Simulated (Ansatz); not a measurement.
# Structure relaxation, Mo

The start is a relaxed Mo cell displaced along its unstable phonon at q = (½, 0, 0) of its primitive reciprocal cell (119i cm⁻¹), largest move 0.15 Å. Cell shape, volume and atoms are optimised at zero target pressure with PBE (plane waves to 420 eV, PAW, scalar-relativistic; Ansatz, a program for electronic structure). The first steps use a coarse 6×12×12 k-mesh.

Starting cell:
```
Mo
1.0
    5.19785     0.00000     0.00000
    0.00000     2.59893     0.00000
    0.00000     0.00000     2.59893
Mo
2
Direct
  0.00000   0.00000   0.94228
  0.50000   0.00000   0.05772
```

### Question
What is the largest force in the starting geometry, and on which atom (counted from 1)?

### Answer
0.56 eV/Å, on Mo1, Mo2 (atoms numbered as listed).

### Question
By how much does the energy per atom fall from start to end?

### Answer
0.22 to 0.23 eV/atom (the two k-meshes of the run give this range).

### Question
How does the volume change?

### Answer
-3.8 %, from 17.55 to 16.88 Å³/atom.

### Question
Does it find its way back to the structure it was made from?

### Answer
It does not go back: it reaches Cmmm (No. 65), 0.29 eV/atom below the parent.

### Question
What band gap does the relaxed structure have at this level?

### Answer
Zero (metallic).

Final values are on a 20×20×18 k-mesh of the relaxed cell. No spin polarisation in the result.

The run could not lose the symmetry of its start: the end is stationary, and may be a saddle point rather than a minimum.

The relaxed structure here is a generated cell of Mo: the first start was made by placing the elements on the sites of a structure type, and the end was not matched to a known phase here, so it may be hypothetical. Known forms of Mo include space group No. 229.
